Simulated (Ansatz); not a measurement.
All numbers below come from Ansatz, DFT PBE, scalar-relativistic, plane waves, PAW. All cells share a 420 eV cutoff and Γ-centred k meshes spaced at most about 0.3 Å⁻¹ (about 0.25 or finer for metals, 2π included). No spin polarisation in the final relaxations.

All energies are static (0 K, no zero-point motion). All come from trial cells, and lower structures may exist.

Problem. These unrelaxed guesses for TePtSe₃ are each relaxed within their symmetry. Order them by the energy at which they end, lowest first.
A.

```
CELL_PARAMETERS angstrom
5.51664 0.00000 0.00000
0.00000 5.51664 0.00000
0.00000 0.00000 4.48875
ATOMIC_POSITIONS crystal
Te 0.00000 0.00000 0.86208
Pt 0.50000 0.50000 0.24298
Se 0.00000 0.00000 0.44379
Se 0.00000 0.50000 0.10450
Se 0.50000 0.00000 0.10450
```

B.

```
CELL_PARAMETERS angstrom
4.27722 0.00000 0.00000
0.00000 4.27722 0.00000
0.00000 0.00000 8.44911
ATOMIC_POSITIONS crystal
Te 0.00000 0.00000 0.50000
Pt 0.00000 0.00000 0.00000
Se 0.50000 0.50000 0.50000
Se 0.50000 0.50000 0.84568
Se 0.50000 0.50000 0.15432
```

C.

```
CELL_PARAMETERS angstrom
5.25319 0.00000 0.00000
0.00000 5.25319 0.00000
0.00000 0.00000 5.25319
ATOMIC_POSITIONS crystal
Te 0.50000 0.50000 0.50000
Pt 0.00000 0.00000 0.00000
Se 0.50000 0.00000 0.00000
Se 0.00000 0.50000 0.00000
Se 0.00000 0.00000 0.50000
```

D.

```
CELL_PARAMETERS angstrom
3.55282 2.05122 3.60538
-3.55282 2.05122 3.60538
0.00000 -4.10245 3.60538
ATOMIC_POSITIONS crystal
Te 0.50000 0.50000 0.50000
Pt 0.00000 0.00000 0.00000
Se 0.00000 0.00000 0.50000
Se 0.50000 0.00000 0.00000
Se 0.00000 0.50000 0.00000
```

Solution. A (ends in P4mm, 0 meV/atom), D (ends in R-3m, 154 meV/atom), C (ends in Pm-3m, cubic perovskite type, 189 meV/atom), B (ends in P4/mmm, 228 meV/atom). Even the lowest end lies +0.21 eV/atom against the elements.

No dispersion correction is applied, so the spacing and binding between layers, chains or molecules are poorly described (P4mm, P4/mmm), and this can change margins and order among such cells. These runs have no spin–orbit coupling, which can matter for Pt and Te. A magnetic state wasn't ruled out in cells without spin, among them R-3m. Cells relaxed within their symmetry can be saddle points. Some candidate types were left out of the draw beforehand, so a known form may be missing.
